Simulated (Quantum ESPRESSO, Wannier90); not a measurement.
# Li$_{3}$Sb (Fm-3m): Wannier90 run

```
begin unit_cell_cart
ang
    0.0000000000    3.2724600000    3.2724600000
    3.2724600000    0.0000000000    3.2724600000
    3.2724600000    3.2724600000    0.0000000000
end unit_cell_cart
begin atoms_frac
Li   0.5000000000  0.5000000000  0.5000000000
Li  -0.2500000000 -0.2500000000 -0.2500000000
Li   0.2500000000  0.2500000000  0.2500000000
Sb   0.0000000000  0.0000000000  0.0000000000
end atoms_frac
```

Materials Project entry mp-2074; symmetrised, unrelaxed at this level. COD (Crystallography Open Database) has the formula in 2 space groups, this one among them (matched by group alone). Computed values, not measurements, from PBEsol: Quantum ESPRESSO (norm-conserving PseudoDojo potentials, cutoff 64 Ry, spinors with spin-orbit coupling) on a Γ-centred 6×6×6 mesh, then Wannier90. Density: 8×8×8 mesh, Gaussian smearing 0.01 Ry.

A tight-binding model is made by disentanglement and projection with no localisation steps (num_iter = 0), so the 32 orbitals stay atom-like: hydrogen-like Li: s;p; Sb: s;p, axes along x, y, z; frozen window up to 2.01 eV relative to the valence-band maximum. It follows pw.x to 6.8 meV rms for states up to 1.5 eV relative to the valence-band maximum. Matrix elements depend on this choice of orbitals and windows.

### Question
What are the on-site energies relative to the valence-band maximum, and how fast do the hoppings decay?

### Answer
```json
[
 {"atom": "Li1", "orbitals": "s↑ s↓", "energy (eV)": "5.35"},
 {"atom": "Li1", "orbitals": "pz↑ pz↓ px↑ px↓ py↑ py↓", "energy (eV)": "7.15"},
 {"atom": "Li2", "orbitals": "s↑ s↓", "energy (eV)": "5.36"},
 {"atom": "Li2", "orbitals": "pz↑ pz↓ px↑ px↓ py↑ py↓", "energy (eV)": "7.10"},
 {"atom": "Li3", "orbitals": "s↑ s↓", "energy (eV)": "5.36"},
 {"atom": "Li3", "orbitals": "pz↑ pz↓ px↑ px↓ py↑ py↓", "energy (eV)": "7.10"},
 {"atom": "Sb4", "orbitals": "s↑ s↓", "energy (eV)": "-6.09"},
 {"atom": "Sb4", "orbitals": "pz↑ pz↓ px↑ px↓ py↑ py↓", "energy (eV)": "2.55"}
]
```

```csv
distance of the centres (Å),largest modulus (eV)
2–3,0.99
3–4,1.3
4–5,0.23
5–6,0.26
6–7,0.092
7–8,0.028
8–9,0.042
9–10,0.0097
10–11,0.0047
```
